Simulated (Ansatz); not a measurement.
A geometry of SnSe away from equilibrium: step 5 of the relaxation of a generated cell, SnSe built in the AFLOW prototype AB_cP8_198_a_a (B20, as in FeSi). Computed with r2SCAN (plane waves to 500 eV, PAW, scalar-relativistic; Ansatz, a quantum-chemistry and plane-wave program). Γ-centred k-mesh 4×4×4 on the run's cell (coarser than for final values), Fermi–Dirac smearing 0.05 eV. The plane waves were selected for a different cell earlier on the path.

```
CELL_PARAMETERS angstrom
      6.11211     0.00000     0.00000
      0.00000     6.11211     0.00000
      0.00000     0.00000     6.11211
ATOMIC_POSITIONS crystal
  Sn 0.15682 0.15682 0.15682
  Sn 0.65682 0.34318 0.84318
  Sn 0.84318 0.65682 0.34318
  Sn 0.34318 0.84318 0.65682
  Se 0.80132 0.80132 0.80132
  Se 0.30132 0.69868 0.19868
  Se 0.19868 0.30132 0.69868
  Se 0.69868 0.19868 0.30132
```

### Question
Give the Cartesian forces on all atoms (eV/Å).

### Answer
```tsv
atom	Fx	Fy	Fz
Sn1	0.19	0.19	0.19
Sn2	0.19	-0.19	-0.19
Sn3	-0.19	0.19	-0.19
Sn4	-0.19	-0.19	0.19
Se5	-0.29	-0.29	-0.29
Se6	-0.29	0.29	0.29
Se7	0.29	-0.29	0.29
Se8	0.29	0.29	-0.29
```

The path ends in P2₁3 (No. 198). No spin polarisation in the result.

The run could not lose the symmetry of its start; a randomly shaken copy of 8 atoms returns to this structure.

The end of the path is a generated cell of SnSe: the first start was made by placing the elements on the sites of a structure type, and the end was not matched to a known phase here, so it may be hypothetical. Known forms of SnSe include space group No. 62.
